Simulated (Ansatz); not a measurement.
Mo:
Space group Im-3m (No. 229); a = b = c = 3.1295 Å, α = β = γ = 90.00°

```
atom  site  symmetry       x       y       z
----  ----  --------  ------  ------  ------
Mo      2a      m-3m  0.0000  0.0000  0.0000
```
(The calculation used a cell of 1 atom; values per cell refer to that cell.)

Relaxed with PBEsol.

Question: Which orbitals make up the states near the Fermi level in PBEsol (plane waves, PAW; program Ansatz)?

Answer: Within 0.5 eV of the Fermi level: Mo 4d 89 %, Mo 5s 5 %. Projections are on Löwdin-orthogonalised atomic valence shells; empty p or d shells of many metals are not among them.

Question: Tabulate the density of states.

Answer: States/eV per cell of 1 atom, in 0.25 eV bins, energy from the Fermi level.

```tsv
E (eV)	total	Mo 4d	Mo 5s	Mo 4p
-7.55	0.00	0.00	0.00	0.00
-7.30	0.01	0.00	0.01	0.00
-7.05	0.03	0.00	0.03	0.00
-6.80	0.05	0.00	0.04	0.00
-6.55	0.06	0.00	0.05	0.00
-6.30	0.08	0.00	0.06	0.00
-6.05	0.09	0.00	0.08	0.00
-5.80	0.12	0.01	0.09	0.00
-5.55	0.23	0.11	0.11	0.01
-5.30	0.64	0.44	0.17	0.01
-5.05	1.00	0.72	0.24	0.01
-4.80	1.12	0.85	0.23	0.02
-4.55	1.35	1.10	0.21	0.02
-4.30	1.43	1.21	0.18	0.02
-4.05	1.39	1.22	0.14	0.02
-3.80	0.88	0.78	0.08	0.02
-3.55	0.84	0.80	0.02	0.01
-3.30	1.65	1.61	0.01	0.02
-3.05	2.04	1.98	0.01	0.03
-2.80	1.28	1.24	0.02	0.02
-2.55	0.98	0.92	0.03	0.01
-2.30	0.86	0.79	0.05	0.01
-2.05	1.22	1.09	0.09	0.02
-1.80	2.12	1.83	0.21	0.04
-1.55	1.37	1.19	0.12	0.02
-1.30	0.71	0.58	0.09	0.01
-1.05	0.58	0.47	0.07	0.01
-0.80	0.52	0.43	0.06	0.01
-0.55	0.50	0.42	0.05	0.01
-0.30	0.51	0.44	0.04	0.01
-0.05	0.57	0.50	0.03	0.00
0.20	0.82	0.75	0.03	0.01
0.45	0.95	0.88	0.03	0.00
0.70	1.04	0.98	0.03	0.00
0.95	1.19	1.14	0.02	0.00
1.20	1.30	1.25	0.02	0.00
1.45	1.27	1.23	0.01	0.00
1.70	1.56	1.52	0.01	0.00
1.95	1.41	1.38	0.02	0.00
2.20	1.58	1.54	0.03	0.00
2.45	2.31	2.22	0.07	0.00
2.70	1.13	1.02	0.09	0.00
2.95	0.86	0.74	0.09	0.00
3.20	0.74	0.61	0.09	0.00
3.45	0.67	0.54	0.09	0.00
3.70	0.62	0.50	0.09	0.00
3.95	0.59	0.47	0.09	0.00
4.20	0.45	0.33	0.09	0.00
4.45	0.34	0.22	0.09	0.00
4.70	0.29	0.16	0.10	0.00
```

Symmetry was held in the PBEsol relaxation. The run is not spin-polarised. Scalar-relativistic: spin–orbit coupling is off unless named, which matters more the heavier the elements.

Potentials: the earlier of the program's two PAW sets. The files were generated under PBE; for other functionals the program regenerates the frozen cores, and for LDA and PBEsol the local potential too.
